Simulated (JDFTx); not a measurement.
TiAl(100) slab cut from bulk TiAl (space group P4/mmm, indices of the conventional cell, lattice of the Materials Project entry mp-1953, not re-optimised): 5 atoms in 5 planes, a 1x1 cell of 11.43 Å² (|a| = 2.811, |b| = 4.066 Å), 5.4 Å between the outermost planes, Ti outermost, slab composition Ti3Al2, cell height 21.6 Å, 8×6×1 k mesh, Fermi smearing 0.01 Ha, no spin polarisation. Whether this polymorph is the ambient one wasn't checked. Neither spin polarisation nor a larger cell was tried.

All numbers are PBE, GBRV ultrasoft potentials, plane waves to 20/100 Ha results from a modified build of JDFTx, not measurements. Liquid: SCCS (g09 parameters), water, 1 M NaF. Between zero charge and -0.21 V from it the run gives σ = -5.5 μC/cm², a mean capacitance of 25.7 μF/cm². The liquid has ε = 78.4, a 1:1 salt at 1 M with linear (Debye) response, and T = 298 K.

Working it through: the Debye length, the diffuse-layer capacitance, and the inner capacitance that is left when the two stand in series.

Each ion has density c = 1 × 6.022×10⁻⁴ = 6.022e-04 Å⁻³. λ² = ε kT / (8π (e²/4πε₀) c) with kT = 0.02568 eV and e²/4πε₀ = 14.40 eV Å gives λ = 3.04 Å; the log prints 3.04 Å. C_diffuse = ε₀ε/λ = 228 μF/cm². Then 1/C_inner = 1/25.7 − 1/228, so C_inner = 28.9 μF/cm², which equals a vacuum gap of ε₀/C_inner = 0.31 Å. The diffuse layer takes 11 % of the potential drop; the rest lies between the electrode's charge and the onset of the dielectric, with the electrode's own (quantum) capacitance in it. The split is a model: in the calculation solvent and ions share one smooth cavity.
